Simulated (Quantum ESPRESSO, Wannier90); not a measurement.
## Wannierisation of Sr2NCl (R-3m)

Structure: Materials Project mp-23033, symmetrised, not relaxed again. COD (Crystallography Open Database) has an entry of this formula and space group (matched by these alone). Level: PBEsol, no spin polarisation, no spin-orbit coupling; pw.x of Quantum ESPRESSO at 68 Ry with PseudoDojo potentials, 6×6×6 k-points, Wannier90. Density: 10×10×10 mesh, cold smearing 0.01 Ry.

On the energy scale of pw.x, whose zero is arbitrary, the valence-band maximum lies at 7.44 eV.

Input w.win:

```
num_bands = 7
num_wann = 7
exclude_bands = 1-9,17-39
num_iter = 1000
conv_tol = 1.0e-6
conv_window = 4
write_hr = true
write_u_matrices = true
auto_projections = true
begin unit_cell_cart
ang
   -1.9465450348    3.3715148995    0.0000000000
   -3.8930900696    0.0000000000    0.0000000000
   -1.9465450348    1.1238382998    7.0388200000
end unit_cell_cart
begin atoms_frac
Sr   0.2304040000  0.2304040000  0.3087880000
Sr  -0.2304040000 -0.2304040000 -0.3087880000
N    0.5000000000  0.5000000000  0.5000000000
Cl   0.0000000000  0.0000000000  0.0000000000
end atoms_frac
mp_grid = 6 6 6
begin kpoints
0.0000000000 0.0000000000 0.0000000000
0.0000000000 0.0000000000 0.1666666667
0.0000000000 0.0000000000 0.3333333333
... (213 more lines: the 6x6x6 mesh through Gamma)
end kpoints
```

Input of pw2wannier90.x that gives the overlap and projection files (equivalent; here they were cut from one run over all bands):

```
&inputpp
  outdir = './out'
  prefix = 'pwscf'
  seedname = 'w'
  write_amn = .true.
  write_mmn = .true.
  scdm_proj = .true.
  scdm_entanglement = 'isolated'
/
```

Output w.wout (banner and timings cut):

```
                                    ------
                                    SYSTEM
                                    ------

                              Lattice Vectors (Ang)
                    a_1    -1.946545   3.371515   0.000000
                    a_2    -3.893090   0.000000   0.000000
                    a_3    -1.946545   1.123838   7.038820

                   Unit Cell Volume:      92.38881  (Ang^3)

                        Reciprocal-Space Vectors (Ang^-1)
                    b_1     0.000000   1.863609  -0.297549
                    b_2    -1.613933  -0.931804  -0.297549
                    b_3     0.000000   0.000000   0.892648

 *----------------------------------------------------------------------------*
 |   Site       Fractional Coordinate          Cartesian Coordinate (Ang)     |
 +----------------------------------------------------------------------------+
 | sr   1   0.23040   0.23040   0.30879   |   -1.94655   1.12384   2.17350    |
 | sr   2  -0.23040  -0.23040  -0.30879   |    1.94655  -1.12384  -2.17350    |
 | n    1   0.50000   0.50000   0.50000   |   -3.89309   2.24768   3.51941    |
 | cl   1   0.00000   0.00000   0.00000   |   -0.00000   0.00000   0.00000    |
 *----------------------------------------------------------------------------*
                                ------------
                                K-POINT GRID
                                ------------

             Grid size =  6 x  6 x  6      Total points =  216

 *---------------------------------- MAIN ------------------------------------*
 |  Number of Wannier Functions               :                 7             |
 |  Number of Objective Wannier Functions     :                 7             |
 |  Number of input Bloch states              :                 7             |
 |  Output verbosity (1=low, 5=high)          :                 1             |
 |  Timing Level (1=low, 5=high)              :                 1             |
 |  Optimisation (0=memory, 3=speed)          :                 3             |
 |  Length Unit                               :               Ang             |
 |  Post-processing setup (write *.nnkp)      :                 F             |
 |  Using Gamma-only branch of algorithms     :                 F             |
 *----------------------------------------------------------------------------*
 *------------------------------- WANNIERISE ---------------------------------*
 |  Total number of iterations                :              1000             |
 |  Number of CG steps before reset           :                 5             |
 |  Trial step length for line search         :             2.000             |
 |  Convergence tolerence                     :         0.100E-05             |
 |  Convergence window                        :                 4             |
 |  Iterations between writing output         :                 1             |
 |  Iterations between backing up to disk     :               100             |
 |  Write r^2_nm to file                      :                 F             |
 |  Write xyz WF centres to file              :                 F             |
 |  Write on-site energies <0n|H|0n> to file  :                 F             |
 |  Use guiding centre to control phases      :                 F             |
 |  Use phases for initial projections        :                 F             |
 *----------------------------------------------------------------------------*
 *-------------------------------- PLOTTING ----------------------------------*
 |  Plotting Hamiltonian in WF basis          :                 T             |
 *----------------------------------------------------------------------------*

       ... (k-mesh section left out)

 Starting a new Wannier90 calculation ...

 Reading overlaps from w.mmn

 Reading projections from w.amn

 *------------------------------- WANNIERISE ---------------------------------*
 +--------------------------------------------------------------------+<-- CONV
 | Iter  Delta Spread     RMS Gradient      Spread (Ang^2)            |<-- CONV
 +--------------------------------------------------------------------+<-- CONV

 ------------------------------------------------------------------------------
 Initial State
  WF centre and spread    1  (  0.226785,  1.860242,  3.426192 )     1.85373836
  WF centre and spread    2  ( -1.729983, -0.760343,  3.380704 )     1.88661892
  WF centre and spread    3  (  1.502685, -1.129451,  3.396341 )     1.85218381
  WF centre and spread    4  (  0.000923, -2.218498, -3.164764 )     2.06559464
  WF centre and spread    5  (  0.000226, -0.000707, -0.000150 )     1.51396012
  WF centre and spread    6  (  0.000716,  0.000582, -0.000081 )     1.51346324
  WF centre and spread    7  (  0.000073, -0.000001,  0.001610 )     1.60613304
  Sum of centres and spreads (  0.001425, -2.248177,  7.039853 )    12.29169213

      0     0.123E+02     0.0000000000       12.2916921075  <-- CONV
        O_D=      0.0209578 O_OD=      0.9268304 O_TOT=     12.2916921 <-- SPRD
 ------------------------------------------------------------------------------
      1    -0.117E+00     0.2363018782       12.1746653242  <-- CONV
        O_D=      0.0087840 O_OD=      0.8219774 O_TOT=     12.1746653 <-- SPRD
      2    -0.216E-01     0.1598712223       12.1530383952  <-- CONV
        O_D=      0.0027009 O_OD=      0.8064336 O_TOT=     12.1530384 <-- SPRD
      3    -0.633E-02     0.1015263913       12.1467123163  <-- CONV
        O_D=      0.0014228 O_OD=      0.8013856 O_TOT=     12.1467123 <-- SPRD
      4    -0.332E-02     0.0663373248       12.1433964267  <-- CONV
        O_D=      0.0007873 O_OD=      0.7987051 O_TOT=     12.1433964 <-- SPRD
      5    -0.177E-02     0.0526504865       12.1416235543  <-- CONV
        O_D=      0.0005791 O_OD=      0.7971405 O_TOT=     12.1416236 <-- SPRD
       ... (lines left out)
    100    -0.342E-05     0.0022546331       12.1351550082  <-- CONV
        O_D=      0.0005238 O_OD=      0.7907272 O_TOT=     12.1351550 <-- SPRD
       ... (lines left out)
    200    -0.117E-05     0.0011647953       12.1348950734  <-- CONV
        O_D=      0.0005284 O_OD=      0.7904627 O_TOT=     12.1348951 <-- SPRD
       ... (lines left out)
    300    -0.351E-05     0.0019293324       12.1346872336  <-- CONV
        O_D=      0.0005293 O_OD=      0.7902540 O_TOT=     12.1346872 <-- SPRD
       ... (lines left out)
    400    -0.134E-05     0.0013922530       12.1344839480  <-- CONV
        O_D=      0.0005283 O_OD=      0.7900517 O_TOT=     12.1344839 <-- SPRD
       ... (lines left out)
    500    -0.110E-05     0.0011250950       12.1342904685  <-- CONV
        O_D=      0.0005282 O_OD=      0.7898582 O_TOT=     12.1342905 <-- SPRD
       ... (lines left out)
    600    -0.321E-05     0.0018608560       12.1340971959  <-- CONV
        O_D=      0.0005294 O_OD=      0.7896639 O_TOT=     12.1340972 <-- SPRD
       ... (lines left out)
    700    -0.123E-05     0.0013377372       12.1339099041  <-- CONV
        O_D=      0.0005285 O_OD=      0.7894774 O_TOT=     12.1339099 <-- SPRD
       ... (lines left out)
    800    -0.996E-06     0.0010677745       12.1337341651  <-- CONV
        O_D=      0.0005288 O_OD=      0.7893014 O_TOT=     12.1337342 <-- SPRD
       ... (lines left out)
    810    -0.918E-06     0.0010684957       12.1337150328  <-- CONV
        O_D=      0.0005290 O_OD=      0.7892821 O_TOT=     12.1337150 <-- SPRD
    811    -0.913E-06     0.0014038618       12.1337141194  <-- CONV
        O_D=      0.0005288 O_OD=      0.7892814 O_TOT=     12.1337141 <-- SPRD
    812    -0.992E-06     0.0010649681       12.1337131269  <-- CONV
        O_D=      0.0005289 O_OD=      0.7892803 O_TOT=     12.1337131 <-- SPRD
             <<<     Delta < 1.000E-06  over  4 iterations     >>>
             <<< Wannierisation convergence criteria satisfied >>>
 Final State
  WF centre and spread    1  (  0.257471,  1.904783,  3.403302 )     1.87297191
  WF centre and spread    2  ( -1.783908, -0.743375,  3.363888 )     1.87691523
  WF centre and spread    3  (  1.529410, -1.186525,  3.383695 )     1.87519394
  WF centre and spread    4  ( -0.003192, -2.222907, -3.112461 )     1.94111565
  WF centre and spread    5  (  0.000019, -0.000003, -0.000010 )     1.48499892
  WF centre and spread    6  ( -0.000018, -0.000003, -0.000011 )     1.48508519
  WF centre and spread    7  (  0.000000,  0.000001, -0.000005 )     1.59743231
  Sum of centres and spreads ( -0.000219, -2.248028,  7.038398 )    12.13371315

         Spreads (Ang^2)       Omega I      =    11.343903980
        ================       Omega D      =     0.000528856
                               Omega OD     =     0.789280291
    Final Spread (Ang^2)       Omega Total  =    12.133713127
```
